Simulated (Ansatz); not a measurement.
Fe₂O₃ (corundum, R-3c) at seven volumes, DFT-r²SCAN in the program Ansatz with PAW potentials, shape and atoms relaxed at each. One row is withheld.

```csv
V (Å³/atom),P (GPa)
9.402,24.30
9.712,14.98
10.022,6.91
10.332,0.02
10.642,-5.88
10.952,?
11.262,-15.15
```

**Question.** Fit the shown pressures and predict the withheld one.

**Answer.** P = (3/2)B₀(x^(7/2) − x^(5/2))[1 + (3/4)(B′ − 4)(x − 1)] with x = (V₀/V)^(2/3). Least squares on the six rows gives V₀ = 10.334 Å³/atom, B₀ = 211 GPa, B′ = 4.19. At V = 10.952, x = 0.9620 and P = -10.85 GPa. The run itself gave -10.89 GPa.

The cell was relaxed with r²SCAN under the symmetry of its start. Magnetic state: ferromagnetic, chosen from 2 collinear starts compared on coarse meshes (ties went to the first, and starts can fall back to one state), not a proven ground state. Textbook magnetic order: antiferromagnetic. The program gave a warning on the electronic state, which may not be the lowest. No Hubbard U is applied.

Potentials: the later of the program's two PAW sets.
